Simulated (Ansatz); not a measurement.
Consider a crystal of Sc3S in space group P-3m1 (No. 164), with Sc on 2d and 1b; S on 1a. The cell of Sc3S is invented: close-packed metal layers stacked ABC, with sites between them filled layer by layer (elements of the layers in order: Sc Sc Sc).

The calculation used Ansatz, DFT PBE, scalar-relativistic, plane waves, PAW. Cutoff 420 eV, Γ-centred mesh, Gaussian smearing, no spin polarisation.

Energies over the elements count from the elements' standard structures at the same level, with no fitted energy shifts.

Question: Predict the relaxed structure.

Answer:

Space group P-3m1 (No. 164). a = 3.485 Å, b = 3.485 Å, c = 8.381 Å, α = 90.00°, β = 90.00°, γ = 120.00°
| atom | site | symmetry | x | y | z |
| --- | --- | --- | --- | --- | --- |
| Sc | 2d | 3m. | 0.3333 | 0.6667 | 0.8160 |
| Sc | 1b | -3m. | 0.0000 | 0.0000 | 0.5000 |
| S | 1a | -3m. | 0.0000 | 0.0000 | 0.0000 |

Sc on a site of symmetry 3m has 3 S at 2.54 Å and 12 Sc at 3.33–3.68 Å; around Sc on a site of symmetry -3m lie 12 Sc at 3.33–3.49 Å; S is surrounded by 6 Sc at 2.54 Å. Another local minimum with the same sites may exist.

Question: Where does its energy lie, and is it a metal?

Answer: The energy over the elements is −0.89 eV/atom and the gap on the 18×18×6 mesh of the 4-atom cell is 0 eV (a metal). Whether it is stable depends on the other phases of the system, which aren't compared here.

The last run used Gaussian smearing of 0.10 eV. An odd number of electrons in the primitive cell allows no gap without spin; a larger cell or a magnetic state could open one. The reference form of S is held partly by dispersion forces, which this level lacks. Symmetry constrained the relaxation, so the result can be a saddle point.
